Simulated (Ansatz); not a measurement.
TiAl (CsCl type, Pm-3m) at seven volumes, r²SCAN (plane waves, PAW; program Ansatz), scaled uniformly. One row is withheld.

```json
[
 {"V (Å³/atom)": "14.517", "P (GPa)": "13.63"},
 {"V (Å³/atom)": "14.996", "P (GPa)": "8.40"},
 {"V (Å³/atom)": "15.475", "P (GPa)": "3.89"},
 {"V (Å³/atom)": "15.953", "P (GPa)": "0.00"},
 {"V (Å³/atom)": "16.432", "P (GPa)": "-3.35"},
 {"V (Å³/atom)": "16.910", "P (GPa)": "-6.24"},
 {"V (Å³/atom)": "17.389", "P (GPa)": "?"}
]
```

**Question.** Fit the shown pressures and predict the withheld one.

**Answer.** P = (3/2)B₀(x^(7/2) − x^(5/2))[1 + (3/4)(B′ − 4)(x − 1)] with x = (V₀/V)^(2/3). Least squares on the six rows gives V₀ = 15.954 Å³/atom, B₀ = 120 GPa, B′ = 3.90. At V = 17.389, x = 0.9442 and P = -8.74 GPa. The run itself gave -8.74 GPa.

The workflow started from a Materials Project entry (that database holds measured and hypothetical structures alike); the Crystallography Open Database copy checked does not list it. With Ti and Al taken as one species the cell has the higher symmetry Im-3m, so it may be an ordered model of a mixed-site phase. It is not the phase usual at ambient conditions (space group No. 123). The cell was relaxed with r²SCAN under the symmetry of its start. At this level the phase is mechanically unstable. No spin polarisation was allowed.

Potentials: the earlier of the program's two PAW sets.
